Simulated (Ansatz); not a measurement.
Consider the following.

AlZnNO:
```yaml
crystal:
  lattice:
    - [3.13850, 0.00000, 0.00000]
    - [-1.56925, 2.71802, 0.00000]
    - [0.00000, 0.00000, 5.14689]
  atoms:
    - { symbol: Al, position: [0.33333, 0.66667, 0.50483] }
    - { symbol: Zn, position: [0.66667, 0.33333, 0.98733] }
    - { symbol: O, position: [0.33333, 0.66667, 0.15103] }
    - { symbol: N, position: [0.66667, 0.33333, 0.60680] }
```

This is the PBEsol-relaxed structure. x, y and z are the axes in which the lattice vectors are written.

### Question
All from plane-wave PAW PBEsol (Ansatz code), unless another level is named. Predict the hole effective mass, band 2 of 2 at the edge.

### Answer
0.28 along x, 3.6 along z (mₑ).

### Question
And the valence-band maximum?

### Answer
at Γ.

Space group P3m1. The start of the workflow was typed in or built on a structure type; neither database checked (COD, Materials Project) lists it. Whether it is the stable phase at ambient conditions was not checked. The PBEsol relaxation kept the symmetry of its start; its stability against distortions is not shown here.

Potentials: the earlier of the program's two PAW sets. The files were generated under PBE; for other functionals the program regenerates the frozen cores, and for LDA and PBEsol the local potential too.

Edges and masses are those of Kohn–Sham bands, whose gap is no quasiparticle gap.
